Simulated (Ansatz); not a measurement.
Cu2As:
Space group P4/nmm, origin choice 1 (No. 129); a = b = 3.7772 Å, c = 5.8780 Å, α = β = γ = 90.00°

```json
[
 {"atom": "As", "site": "2c", "symmetry": "4mm", "x": "0.5000", "y": "0.0000", "z": "0.2864"},
 {"atom": "Cu", "site": "2a", "symmetry": "-4m2", "x": "0.0000", "y": "0.0000", "z": "0.0000"},
 {"atom": "Cu", "site": "2c", "symmetry": "4mm", "x": "0.0000", "y": "0.5000", "z": "0.3008"}
]
```

Relaxed with r²SCAN.

Q: Which orbitals make up the states near the Fermi level in r²SCAN in the plane-wave PAW code Ansatz?

A: Within 0.5 eV of the Fermi level: As 4p 56 %, Cu 3d 30 %, outside the projected shells 7 %. Projections are on Löwdin-orthogonalised atomic valence shells; empty p or d shells of many metals are not among them.

Q: Tabulate the density of states.

A: States/eV per cell of 6 atoms, in 0.25 eV bins, energy from the Fermi level.

```tsv
E (eV)	total	Cu 3d	As 4p	Cu 4s
-7.85	0.00	0.00	0.00	0.00
-7.60	0.40	0.04	0.21	0.15
-7.35	1.01	0.11	0.51	0.35
-7.10	2.03	0.30	0.99	0.62
-6.85	4.05	0.80	1.89	1.09
-6.60	3.86	0.94	1.78	0.91
-6.35	1.77	0.51	0.79	0.35
-6.10	1.16	0.45	0.48	0.16
-5.85	1.74	0.67	0.74	0.24
-5.60	2.22	0.88	0.96	0.30
-5.35	3.24	1.52	1.29	0.34
-5.10	5.29	2.97	1.83	0.39
-4.85	10.14	6.97	2.75	0.27
-4.60	7.51	4.86	2.35	0.14
-4.35	8.97	7.74	0.85	0.22
-4.10	11.19	9.79	0.91	0.24
-3.85	11.79	10.45	0.99	0.15
-3.60	14.96	14.00	0.62	0.15
-3.35	17.44	16.51	0.70	0.09
-3.10	9.89	9.50	0.32	0.03
-2.85	17.69	17.24	0.26	0.07
-2.60	22.56	21.99	0.23	0.13
-2.35	11.22	10.25	0.48	0.24
-2.10	6.04	4.81	0.68	0.20
-1.85	3.32	2.24	0.75	0.13
-1.60	4.33	2.60	1.26	0.24
-1.35	4.06	2.17	1.37	0.24
-1.10	3.30	1.53	1.29	0.20
-0.85	2.72	1.12	1.19	0.16
-0.60	2.31	0.86	1.11	0.12
-0.35	2.00	0.68	1.04	0.09
-0.10	1.96	0.61	1.09	0.08
0.15	1.92	0.54	1.11	0.08
0.40	1.70	0.44	1.00	0.09
0.65	1.54	0.36	0.91	0.13
0.90	1.84	0.41	1.11	0.18
1.15	1.26	0.27	0.71	0.18
1.40	0.61	0.10	0.23	0.20
1.65	0.50	0.05	0.08	0.25
1.90	0.72	0.07	0.13	0.34
2.15	1.17	0.09	0.23	0.49
2.40	1.66	0.10	0.35	0.66
2.65	2.00	0.12	0.46	0.79
2.90	2.11	0.11	0.51	0.80
3.15	1.95	0.10	0.50	0.72
3.40	1.84	0.09	0.46	0.72
3.65	1.85	0.09	0.42	0.77
3.90	2.02	0.09	0.44	0.83
4.15	2.29	0.09	0.47	0.91
4.40	2.31	0.08	0.42	0.91
4.65	2.70	0.08	0.48	1.17
```

The workflow started from an entry of the Crystallography Open Database (COD). Whether it is the stable phase at ambient conditions was not checked. Symmetry was held in the r²SCAN relaxation; whether a distortion lowers the energy is not shown. No spin polarisation was allowed. Spin–orbit coupling is left out wherever it is not named.

Potentials: the later of the program's two PAW sets.
